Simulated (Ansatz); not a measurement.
InP in space group P6_222 (No. 180; In on 3d, P on 3c), r²SCAN (plane waves, PAW; program Ansatz), all energies at zero smearing, with the estimated change up to a 700 eV cutoff added, with one set of potentials and settings (totals compare only within such a set). Cell of 6 atoms (3 In, 3 P): -19114.312 eV.

| element | reference phase | E (eV/atom) |
|---|---|---|
| In | I4/mmm, 1 atoms in the cell | -5611.8812 |
| P | Cmce, 4 atoms in the cell | -759.1670 |

Formation energy per atom, worked out: (-19114.312 − 3×(-5611.8812) − 3×(-759.1670))/6 = -0.195 eV/atom (-19 kJ per mol of atoms), at 0 K, without zero-point energy or fitted corrections.

The start of the workflow was typed in or built on a structure type; neither database checked (COD, Materials Project) lists it. It is not the phase usual at ambient conditions (space group No. 216). The r²SCAN relaxation kept the symmetry of its start; whether a distortion lowers the energy is not shown. The references are the lowest solids computed at this level, not always the standard phases.

Potentials: the earlier of the program's two PAW sets.
